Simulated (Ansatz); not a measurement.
The calculation used Ansatz, DFT PBE, scalar-relativistic, plane waves, PAW. All cells share a 420 eV cutoff and Γ-centred k meshes spaced at most about 0.3 Å⁻¹ (about 0.25 or finer for metals, 2π included). No spin polarisation in the final relaxations.

These are static total energies at zero pressure.

Compare these two cells of ZnCd5O6, each relaxed at this level.

A. Space group P2 (No. 3), monoclinic, a = 3.304 Å, b = 4.789 Å, c = 9.949 Å, β = 90.9°. Zn is surrounded by 3 O at 2.08 Å, 2 O at 2.39 Å and 1 O at 2.71 Å; Cd on a site of symmetry 1 is surrounded by 6 O at 2.35–2.50 Å; Cd on a site of symmetry 2 has 6 O at 2.34–2.40 Å; around Cd on a second site of symmetry 1 lie 6 O at 2.28–2.46 Å; O on a site of symmetry 1 has 6 Cd at 2.33–2.40 Å; 3 more sites not described.

B. Space group Pmmm (No. 47), orthorhombic, a = 3.303 Å, b = 4.724 Å, c = 10.001 Å. Around Zn lie 4 O at 2.22 Å and 2 O at 2.36 Å; Cd on a site of symmetry mm2 has 6 O at 2.36–2.44 Å; around Cd on a site of symmetry mmm lie 6 O at 2.36 Å; Cd on a second site of symmetry mm2 has 6 O at 2.31–2.37 Å; around O on a site of symmetry mm2 lie 6 Cd at 2.36–2.37 Å; 3 more sites not described.

Problem. Which is lower in energy, and by how much?

Solution. They are level within the accuracy (2 meV/atom apart, with A the lower in these runs). A has Zn and Cd ordered on rock salt sites, space group P2 (No. 3), 13.1 Å³/atom and no gap on its mesh; B has Zn and Cd ordered on rock salt sites, space group Pmmm (No. 47), 13.0 Å³/atom and no gap. Counting O atoms around Cd and Zn (those within 1.25 times the shortest such distance or 1.15 times the sum of covalent radii, 1.27 where that leaves under three; a plus sign parts nearer from farther groups), A has Zn 3+2, Cd 6 and B has Zn 6, Cd 6. Both come from invented guesses.

The k mesh leaves some 4 meV/atom of noise in the energy of each metallic cell. The zero gap of P2, Pmmm may come from the functional, which often closes small gaps. Cells relaxed within their symmetry can be saddle points. The P2 cell of ZnCd5O6 came from shaking the Pmmm one.
